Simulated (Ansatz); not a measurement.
**Moving the pressure in TaTe**

The cell as given:

```
Ta Te
1.0
     3.42009    0.00000    0.00000
     0.00000    3.42009    0.00000
     0.00000    0.00000    3.42009
Ta Te
1 1
Direct
  0.50000 0.50000 0.50000
  0.00000 0.00000 0.00000
```

The cell comes from a database or a generator and needn't be the stable form of this composition.

Kept alike: task relaxation of cell and atoms; functional PBE; k mesh 8 × 8 × 8; occupations fermi-dirac, width 0.05 eV; no spin polarisation. Program: Ansatz, Ansatz PAW, cutoff 420 eV. The mesh is that of the run's cell of 2 atoms. No spin-orbit coupling.

| run | volume (Å³/atom) |
| --- | --- |
| A | 17.258 |
| B | 18.847 |
| C | 19.752 |
| D | 17.967 |
| E | 19.386 |
| F | 20.018 |

The relaxations keep at least the cell's symmetry (Pm-3m). For a metal such a mesh leaves the last digits unconverged. The runs follow the start's structure, whether or not it is the stable one at these pressures. P is the pressure aimed at, which the runs meet within some hundredths to tenths of a GPa.

**Question.** The runs differ in the pressure alone: 0; 2; 5; 10; 20; 30 GPa. Which run is which?

**Answer.** Run A is 30 GPa; run B is 10 GPa; run C is 2 GPa; run D is 20 GPa; run E is 5 GPa; run F is 0 GPa. The volume falls from 20.018 to 17.258 Å³/atom between 0 and 30 GPa. The volume falls ever more slowly, since the solid stiffens under load. At the pressures aimed at, which the runs meet within some tenths of a GPa, the step from 0 to 5 GPa gives a mean bulk modulus near 156 GPa, the last step 248 GPa.
